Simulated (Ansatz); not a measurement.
ZnS (zinc blende): values from a third-order Birch-Murnaghan fit to a volume scan beside measured ones. Computed values: PBEsol (plane waves to 420 eV, PAW, scalar-relativistic; Ansatz, a first-principles code). ZnS was relaxed with its symmetry unable to fall.

```csv
quantity,reference,kind,PBEsol,difference
Lattice constant a (Å),5.41,"measured, room temperature or unstated",5.356,-1.0 %
Bulk modulus B₀ (GPa),77.1,"measured, room temperature or unstated",78.9,+2.3 %
```

References as given in: Martin Albrecht, Beate Paulus, Hermann Stoll, Physical review. B, Condensed matter (1997), arXiv:cond-mat/9706128; Cormac Toher, Corey Oses, Jose J. Plata et al., Physical Review Materials (2017), arXiv:1611.05714. Values not taken to low temperature hold thermal and zero-point shifts that a static calculation lacks, so small differences there are no errors of the method.

(A scan under strain: stresses follow from slopes of the energy per volume, elastic moduli from its curvatures.)
